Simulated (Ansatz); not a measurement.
TiN (rock salt)

Space group Fm-3m (No. 225); a = 4.2325 Å, b = 4.2325 Å, c = 4.2325 Å, α = 90.00°, β = 90.00°, γ = 90.00°

```tsv
atom	site	symmetry	x	y	z
N	4a	m-3m	0.0000	0.0000	0.0000
Ti	4b	m-3m	0.5000	0.5000	0.5000
```
(The calculation used a cell of 2 atoms; values per cell refer to that cell.)

Grid over V/V₀ and (c/a)/(c/a)₀, subscript 0 meaning the relaxed cell; the conventional c axis lies along z; no internal relaxation.

These are r2SCAN (plane waves to 500 eV, PAW, scalar-relativistic; Ansatz, a program for electronic structure) values and carry that method's errors. k mesh 19×19×19 (Γ-centred), Fermi-Dirac smearing 0.05 eV. E stands for the smeared free energy. With partly filled bands, the response to shear is sensitive to the k mesh, so small differences along c/a are uncertain. TiN is run without spin polarisation. TiN was relaxed with its symmetry unable to fall. The last digit holds for this mesh only.

Changes of ΔE (meV/atom) from the point V/V₀ = 1.000, (c/a)/(c/a)₀ = 1.000 when one coordinate moves alone (two changes are said to add if the coupling is within 5 % of the smaller one, nearly so within 20 %):

```tsv
point	change
V/V₀ = 1.000, (c/a)/(c/a)₀ = 0.960	16.3
V/V₀ = 1.000, (c/a)/(c/a)₀ = 0.973	7.0
V/V₀ = 1.000, (c/a)/(c/a)₀ = 0.987	1.7
V/V₀ = 0.960, (c/a)/(c/a)₀ = 1.000	15.0
V/V₀ = 0.973, (c/a)/(c/a)₀ = 1.000	6.5
V/V₀ = 0.987, (c/a)/(c/a)₀ = 1.000	1.6
V/V₀ = 1.013, (c/a)/(c/a)₀ = 1.000	1.5
V/V₀ = 1.027, (c/a)/(c/a)₀ = 1.000	5.9
V/V₀ = 1.040, (c/a)/(c/a)₀ = 1.000	13.1
V/V₀ = 1.000, (c/a)/(c/a)₀ = 1.013	1.6
V/V₀ = 1.000, (c/a)/(c/a)₀ = 1.027	6.3
V/V₀ = 1.000, (c/a)/(c/a)₀ = 1.040	14.0
```

Do the two effects add at V/V₀ = 0.960, (c/a)/(c/a)₀ = 0.960? Give the computed change.

The sum of the single changes is 15.0 + (16.3) = 31.3; the calculation gives 34.0, so the coupling contributes 2.7 (under 20 % of the smaller single change, nearly additive).

(A scan under strain: stresses follow from slopes of the energy per volume, elastic moduli from its curvatures.)
